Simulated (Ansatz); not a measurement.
Given:

ZrB2:
Space group I4/mmm (No. 139); a = 3.4234 Å, b = 3.4234 Å, c = 6.2782 Å, α = 90.00°, β = 90.00°, γ = 90.00°

```csv
atom,site,symmetry,x,y,z
Zr,2a,4/mmm,0.0000,0.0000,0.0000
B,4e,4mm,0.0000,0.0000,0.3758
```
(The calculation used a cell of 3 atoms; values per cell refer to that cell.)

This is the PBEsol-relaxed structure.

Task: All from PBEsol (plane waves, PAW; program Ansatz), unless another level is named. Predict the electronic character.

Result: metallic (no gap).

Task: Next, the formation energy from the elements (no fitted shifts)?

Result: 0.085 eV/atom.

Task: Give the density of states at the Fermi level.

Result: 0.46 states/eV per atom (mean over ±0.08 eV).

Task: Give the gap with spin–orbit coupling.

Result: none (metallic).

The cell is a constructed one: a structure type filled with these elements; neither database checked (COD, Materials Project) lists it. It is not the phase usual at ambient conditions (space group No. 191). Symmetry was held in the PBEsol relaxation; whether a distortion lowers the energy is not shown. The run is not spin-polarised. The references are the lowest solids computed at this level, not always the standard phases. Scalar-relativistic: spin–orbit coupling is off unless named, which matters more the heavier the elements.

Potentials: the later of the program's two PAW sets.
